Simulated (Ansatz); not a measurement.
**TiO2 — ⁴⁹Ti nuclear quadrupole resonance**

Cell: a Materials Project structure (computed, not necessarily an observed phase), ions relaxed with PBE at fixed cell.

Space group P4_2/mnm (No. 136); a = 4.5998, c = 2.9592 Å.

```csv
site,Wyckoff,site symmetry,x,y,z
Ti,2b,m.mm,0.5000,0.5000,0.0000
O,4g,m.2m,0.6957,0.6957,0.5000
```

One atom of each set is listed.

All values are calculated (Ansatz; DFT, r2SCAN, plane waves and PAW, scalar-relativistic, 500 eV cutoff, Γ-centred 7×7×11 k-points, Fermi–Dirac smearing 0.01 eV), not measured.

⁴⁹Ti: I = 7/2, Q = 247.0 mb (year-2017 value). Static lattice, zero field.

Q: Predict the zero-field ⁴⁹Ti lines of each site.

A: For I = 7/2 and η = 0 the lines are |C_Q|/14 times 1, 2 and 3; η shifts the lowest up most.

```tsv
site	atoms	V_zz (10²¹ V/m²)	C_Q (MHz)	η	line frequencies (MHz)
Ti	2	-2.09	-12.5	0.18	0.996, 1.76, 2.67
```

Q: And for ⁴⁷Ti (I = 5/2, Q = 302.0 mb) on Ti?

A: C_Q scales with Q to -15.3 MHz, with lines at 2.38, 4.56 MHz.

The run took 21 s of wall time (21 s of CPU time) and 0.53 GiB at its peak, on 1 thread of Arm Neoverse V2 (aarch64; 8 cores open to the job, memory cap 3.0 GiB, no GPU), a shared host with a load of 0.6 a core.
